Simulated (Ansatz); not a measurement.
Bi2S3: what each run costs

Cell: 20 atoms, space group Pnma, a = 11.136 Å, b = 3.957 Å, c = 11.035 Å, α = 90.00°, β = 90.00°, γ = 90.00°.

All runs are DFT with Ansatz 0.2.0 on 2 threads of Arm Neoverse V1 (aarch64; 28 cores open to the job, memory cap 5.0 GiB, no GPU), a shared host.

(1) Rank the runs by wall time, shortest first.
A. single point at relaxed positions, r2SCAN, 500 eV, 3×7×3 k-points, smearing 0.02 eV
B. relaxation of the ions, PBE, 420 eV, 3×7×3 k-points, smearing 0.02 eV
C. single point at relaxed positions, PBE with spin–orbit coupling, 420 eV, 3×7×3 k-points, smearing 0.02 eV
D. single point, PBE, 420 eV, 3×7×3 k-points, smearing 0.02 eV

Answers

(1) D (54 s, 1.4 GiB), A (1.8 min, 2.3 GiB), B (3.8 min, 1.4 GiB), C (12 min, 4.1 GiB).
